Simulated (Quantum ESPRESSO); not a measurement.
```
CELL_PARAMETERS angstrom
      3.18380     0.00000     0.00000
     -1.59190     2.75725     0.00000
      0.00000     0.00000     5.18670
ATOMIC_POSITIONS crystal
  N  0.66667 0.33333 0.87582
  N  0.33333 0.66667 0.37582
  Ga 0.66667 0.33333 0.49918
  Ga 0.33333 0.66667 0.99918
```

Cell and atoms were relaxed with PBEsol from Materials Project entry mp-804, within its symmetry.

### Question
What does norm-conserving PBE (Quantum ESPRESSO, 84 Ry, scalar-relativistic) give for the electronic structure near the Fermi level?

### Answer
The PBE gap is direct, 1.97 eV at Γ. Spin-orbit splittings are left out.
